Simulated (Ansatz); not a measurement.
Level of theory: DFT PBE, scalar-relativistic, plane waves, PAW (Ansatz 0.2.0). All cells share a 420 eV cutoff and Γ-centred k meshes spaced at most about 0.3 Å⁻¹ (2π included). No spin polarisation in the final relaxations.

Temperature and zero-point effects are left out.

Two forms of Cd₃SeS₂ were relaxed alike.

A. Space group P3m1 (No. 156), trigonal, a = 4.258 Å, c = 20.819 Å. Cd on its first site has 4 Se at 2.65–2.68 Å; around Cd on its second site lie 4 S at 2.57–2.59 Å; Cd on its third site is surrounded by 4 S at 2.57–2.58 Å; around Se on its first site lie 4 Cd at 2.65–2.68 Å; S on its first site is surrounded by 4 Cd at 2.57–2.58 Å; 7 more sites not described.

B. Space group I-4m2 (No. 119), tetragonal, a = 4.255 Å, c = 18.031 Å. Around Cd on a site of symmetry 2mm lie 2 S at 2.58 Å and 2 Se at 2.66 Å; around Cd on a site of symmetry -4m2 lie 4 S at 2.58 Å; around Se lie 4 Cd at 2.66 Å; S has 4 Cd at 2.58 Å.

**Question.** Which form is favoured at zero pressure, and by what margin per atom?

**Answer.** They are level within the accuracy (2 meV/atom apart, with B the lower in these runs). A has Se and S ordered on wurtzite sites, space group P3m1 (No. 156), 27.2 Å³/atom and a gap of 0.65 eV on its mesh; B has Se and S ordered on zinc blende sites, space group I-4m2 (No. 119), 27.2 Å³/atom and a gap of 0.80 eV. Both come from invented guesses.

Kohn–Sham gaps at this level usually fall short of measured ones.
